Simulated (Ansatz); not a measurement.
Equation of state of Mo$_{3}$Os

A database entry relaxed whole under r2SCAN (Pm-3n):

```
Mo Os
1.0
     4.97009    0.00000    0.00000
     0.00000    4.97009    0.00000
     0.00000    0.00000    4.97009
Mo Os
6 2
Cartesian
  1.2425 0.0000 2.4850
  2.4850 3.7276 0.0000
  3.7276 0.0000 2.4850
  2.4850 1.2425 0.0000
  0.0000 2.4850 3.7276
  0.0000 2.4850 1.2425
  0.0000 0.0000 0.0000
  2.4850 2.4850 2.4850
```

The cell was scaled uniformly, its shape held, and the atoms relaxed at each volume with plane-wave PAW DFT (Ansatz 0.2.0; r2SCAN, 500 eV, 7×7×7 Γ-centred mesh, fermi-dirac occupations of width 0.100 eV; no spin, no spin-orbit coupling). One row is withheld.

```csv
volume (Å³/atom),energy over the lowest (meV/atom),pressure (GPa)
14.426,57.3,21.54
14.732,24.2,13.58
15.039,5.6,6.42
15.346,0.0,0.00
15.653,6.1,-5.77
15.960,?,?
16.267,48.5,-15.60
```

Task: Fit the pressures of the other rows to the third-order Birch-Murnaghan form.

Result: With f = [(V₀/V)^(2/3) − 1]/2 and P = 3B₀f(1 + 2f)^(5/2)[1 + 3(B₀′ − 4)f/2], least squares gives V₀ = 15.35 Å³ an atom, B₀ = 304 GPa and B₀′ = 4.4; the rows miss the fit by less than 0.01 GPa. The slope of the energies differs from these pressures by 0.24 GPa, since they are taken to zero smearing while pressures follow the free energy.

Task: What does the withheld row hold?

Result: The fit gives -10.95 GPa at 15.960 Å³; the run gave -10.95 GPa and 22.6 meV an atom.

Caveats: the shape of the cell was held; 0 K, fixed nuclei; the symmetry was kept, and this need not be the phase that is stable at 0 K; one mesh for all volumes; pressure is positive in compression.
